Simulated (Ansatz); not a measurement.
A generated cell, not matched to a known phase here, of PO₂: P6₄22 (No. 181), hP9; a = 5.3183 Å, b = 5.3183 Å, c = 6.0441 Å, α = 90.00°, β = 90.00°, γ = 120.00°; P 3c (0.500, 0.000, 0.000); O 6j (0.217, 0.433, 0.500). Level of theory: r2SCAN (plane waves to 500 eV, PAW, scalar-relativistic; Ansatz, a first-principles code). Element references, the lowest calculated here: P (Cmce), O (C2/m, ferromagnetic, forced by one molecule a cell; α-O2 is antiferromagnetic); gases are represented by their molecular solids.

### Question
Predict the formation energy of this P6₄22 form of PO2 from the elements from r2SCAN.

### Answer
-1.18 eV/atom.

A lower structure of this composition may exist.

Static energies, no anion corrections, no zero-point energy. Values are rounded to 0.01 eV/atom. Not shown to be the ambient phase of their composition (a lower form may be missing, and a cell relaxed within its start's symmetry can be a saddle point): PO2 (P6₄22). The compounds carry no spin polarisation. The relaxed primitive cell holds an odd number of electrons. A magnetic state may lie lower.
